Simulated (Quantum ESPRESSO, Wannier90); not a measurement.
SiC (zinc blende), plane waves to Wannier functions

```xyz
2
Lattice="0.0000 2.1770 2.1770 2.1770 0.0000 2.1770 2.1770 2.1770 0.0000" Properties=species:S:1:pos:R:3 pbc="T T T"
Si    -1.0885    -1.0885    -1.0885
C      0.0000     0.0000     0.0000
```

Cell from Materials Project (mp-8062), symmetrised, no further relaxation. COD (Crystallography Open Database) has the formula in 5 space groups, this one among them (matched by group alone). Method: PBEsol plane waves in Quantum ESPRESSO 7.5 (PseudoDojo norm-conserving files, 66 Ry, no spin polarisation, no spin-orbit coupling), Bloch states on a 12×12×12 mesh through Γ, Wannier90 4.0.1. Density: 12×12×12 mesh, cold smearing 0.01 Ry.

Bands 2-4 form an isolated set from -8.63 to 0.00 eV relative to the valence-band maximum (on the path) and are turned into 3 Wannier functions by minimising the spread from the start: atomic waves C 2p.

Centres (Cartesian, Å; one of the equivalent choices) and spreads:

```
n      x      y      z  spread (Å²)  nearest atom
-  -----  -----  -----  -----------  ------------
1  0.000  0.000  0.000        2.189            C2
2  0.000  0.000  0.000        2.189            C2
3  0.000  0.000  0.000        2.189            C2
```

Ω_I = 6.15 Å², Ω_total = 6.57 Å²; the interpolated bands follow pw.x to 0.9 meV rms on the path. Only this start was tried; a symmetric start can stop on a saddle, and mixtures of these functions could lower the total by at most Ω_total − Ω_I.
